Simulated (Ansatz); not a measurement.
BAs in space group P-6m2 (No. 187; B on 1a, As on 1f) at seven volumes, the program Ansatz at the r²SCAN level (PAW), shape and atoms relaxed at each. One row is withheld.

```tsv
V (Å³/atom)	P (GPa)
11.562	?
11.943	8.44
12.324	3.88
12.705	0.00
13.087	-3.25
13.468	-6.03
13.849	-8.49
```

Problem. Fit the shown pressures and predict the withheld one.

Solution. P = (3/2)B₀(x^(7/2) − x^(5/2))[1 + (3/4)(B′ − 4)(x − 1)] with x = (V₀/V)^(2/3). Least squares on the six rows gives V₀ = 12.708 Å³/atom, B₀ = 119 GPa, B′ = 4.34. At V = 11.562, x = 1.0650 and P = 13.81 GPa. The run itself gave 13.80 GPa.

A made-up cell: these elements were put on the sites of a structure type; neither database checked (COD, Materials Project) lists it. It is not the phase usual at ambient conditions (space group No. 216). The r²SCAN relaxation kept the symmetry of its start; whether a distortion lowers the energy is not shown.

Potentials: the earlier of the program's two PAW sets.
